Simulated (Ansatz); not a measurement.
**LaHg, first-principles data**

LaHg:
```
CELL_PARAMETERS angstrom
      3.83693     0.00000     0.00000
      0.00000     3.83693     0.00000
      0.00000     0.00000     3.83693
ATOMIC_POSITIONS crystal
  Hg 0.00000 0.00000 0.00000
  La 0.50000 0.50000 0.50000
```

Space group Pm-3m (No. 221), CsCl type; conventional cell a = 3.837 Å, b = 3.837 Å, c = 3.837 Å, α = 90.00°, β = 90.00°, γ = 90.00°.

Method: DFT-PBEsol in the program Ansatz with PAW potentials. Structure relaxed to zero pressure with the same functional. Other levels are named where they apply.

**Cell and energy**

- Volume per atom: 28.24 Å³
- Density: 9.98 g/cm³
- Formation energy from the elements (no fitted shifts): -0.54 eV/atom

**Electronic structure**

- Electronic character: metallic (no gap)
- Density of states at the Fermi level: 1.6 states/eV per atom (mean over ±0.08 eV)
- Gap with spin–orbit coupling: none (metallic)

**Mechanics**

- Bulk modulus (Birch–Murnaghan fit): 57.2 GPa
- Pressure derivative B′: 4.4
- Elastic constants (relaxed ions, GPa): C11 = 69.6, C12 = 52.4, C44 = 26.5
- Mechanical stability: stable (all eigenvalues of C positive)
- Hill bulk and shear moduli: 58.1 and 16.9 GPa
- Young's modulus: 46.2 GPa
- Poisson's ratio: 0.37
- Debye temperature from the elastic constants: 143 K

**Phonons**

- Highest zone-centre frequency = 80 cm^-1
- Zone-centre stability = no imaginary mode at Γ

The workflow started from an entry of the Crystallography Open Database (COD). Whether it is the stable phase at ambient conditions was not checked. Symmetry was held in the PBEsol relaxation. As this level gives no gap, shear constants depend on the k-mesh and smearing (Fermi–Dirac, 0.1 eV here). As this level gives no gap, phonon frequencies hold no LO–TO term and depend on the k-mesh and smearing (Fermi–Dirac, 0.1 eV here). The references are the lowest solids computed at this level, not always the standard phases. Scalar-relativistic: spin–orbit coupling is off unless named, which matters more the heavier the elements.

Potentials: the later of the program's two PAW sets.
